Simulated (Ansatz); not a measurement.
KF (rock salt)

```xyz
2
Lattice="0.0000 2.7104 2.7104 2.7104 0.0000 2.7104 2.7104 2.7104 0.0000" Properties=species:S:1:pos:R:3 pbc="T T T"
F      0.0000     0.0000     0.0000
K      2.7104     2.7104     2.7104
```

Equation-of-state scan: isotropic scaling of the cell above, V₀ being its volume. Symmetry pins the atoms to their sites.

Computed with PBE (plane waves to 420 eV, PAW, scalar-relativistic; Ansatz, a program for electronic structure). k mesh 11×11×11 (Γ-centred), Fermi-Dirac smearing 0.05 eV. E stands for the smeared free energy. Compression counts positive. KF was relaxed with its symmetry unable to fall. The zero of ΔE is the relaxed starting cell.

```csv
V (Å³/atom),ΔE (meV/atom)
16.725,64.7
17.522,33.2
18.318,withheld
19.115,3.1
19.911,0.0
20.708,2.7
21.504,9.9
22.300,20.8
23.097,34.6
```

### Question
Fit a third-order Birch-Murnaghan form (E₀, V₀, B₀, B₀′ free) to the given rows and predict ΔE at V = 18.318.

### Answer
Least squares on the 8 given rows: ΔE = E₀ + (9V₀B₀/16)·y²·[2 + (B₀′ − 4)y], y = (V₀/V)^(2/3) − 1, with V₀ = 19.910 Å³/atom, B₀ = 28.99 GPa (160.2 GPa = 1 eV/Å³; the term in eV is multiplied by 1000), B₀′ = 4.83, E₀ = -0.01 meV/atom; root-mean-square residual 0.02 meV/atom. At 18.318 the fit gives 13.5 meV/atom; the calculation gives 13.6 meV/atom, so the interpolation is off by -0.1 (-0.7 %). For the pressure the fit gives 2.96 GPa against the computed 2.95 GPa.

(Under strain, the slope of the energy per volume gives the stress and its curvature an elastic modulus.)
